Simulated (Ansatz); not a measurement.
Mg (hcp (Mg type), P6_3/mmc) at seven volumes, PBE (plane waves, PAW; program Ansatz), shape and atoms relaxed at each. One row is withheld.

| V (Å³/atom) | P (GPa) |
|---|---|
| 20.866 | 4.10 |
| 21.554 | 2.53 |
| 22.242 | 1.17 |
| 22.930 | 0.00 |
| 23.618 | -1.00 |
| 24.306 | ? |
| 24.994 | -2.59 |

Fit the shown pressures and predict the withheld one.

P = (3/2)B₀(x^(7/2) − x^(5/2))[1 + (3/4)(B′ − 4)(x − 1)] with x = (V₀/V)^(2/3). Least squares on the six rows gives V₀ = 22.933 Å³/atom, B₀ = 35.9 GPa, B′ = 4.06. At V = 24.306, x = 0.9620 and P = -1.86 GPa. The run itself gave -1.86 GPa.

Symmetry was held in the PBE relaxation.

Potentials: the earlier of the program's two PAW sets.
